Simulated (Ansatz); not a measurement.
A geometry of SnO₂ away from equilibrium: the start of the relaxation of a relaxed SnO2 cell shaken by Gaussian noise of σ = 0.08 Å a coordinate. Level of theory: r2SCAN (plane waves to 500 eV, PAW, scalar-relativistic; Ansatz, an electronic-structure program). Γ-centred k-mesh 5×5×4 on the run's cell (coarser than for final values), Fermi–Dirac smearing 0.05 eV.

```xyz
9
Lattice="5.9894 0.0000 0.0000 -2.9947 5.1870 0.0000 0.0000 0.0000 6.5842" Properties=species:S:1:pos:R:3:forces:R:3 pbc="T T T" free_energy=-21522.413 pressure_GPa=2.9
Sn     3.0073    -0.0472     0.0166   -4.3771    4.2520   -2.9009
Sn     1.4028     2.7609     2.1236    1.4465   -4.8141    3.2080
Sn    -1.5423     2.6780     4.3686    0.4255   -2.9010    3.7155
O     -0.0484     2.1006     3.4316    3.6009    0.1993   -2.6326
O      4.2314     0.9897     5.5767    0.4050    1.8734   -1.4247
O      1.1236     4.1718     0.9948    3.0360   -1.5927    1.9743
O      3.1475     3.0207     3.1732   -4.5833    0.7702   -3.4301
O     -1.2036     4.1546     5.4634    0.2437    1.1348    1.0515
O      1.8188     1.0262     1.1664   -0.1973    1.0780    0.4390
```

Positions in Å, forces in eV/Å, free energy of the cell in eV (comparable only within this code, potentials and settings). Largest force: 6.76 eV/Å, on Sn1 (atoms numbered as listed); the geometry lies 0.49 eV/atom above the end of its relaxation.

No spin polarisation in the result.

The end of the path is a generated cell of SnO2: the first start was made by placing the elements on the sites of a structure type, and the end was not matched to a known phase here, so it may be hypothetical. Known forms of SnO2 include space group No. 136.
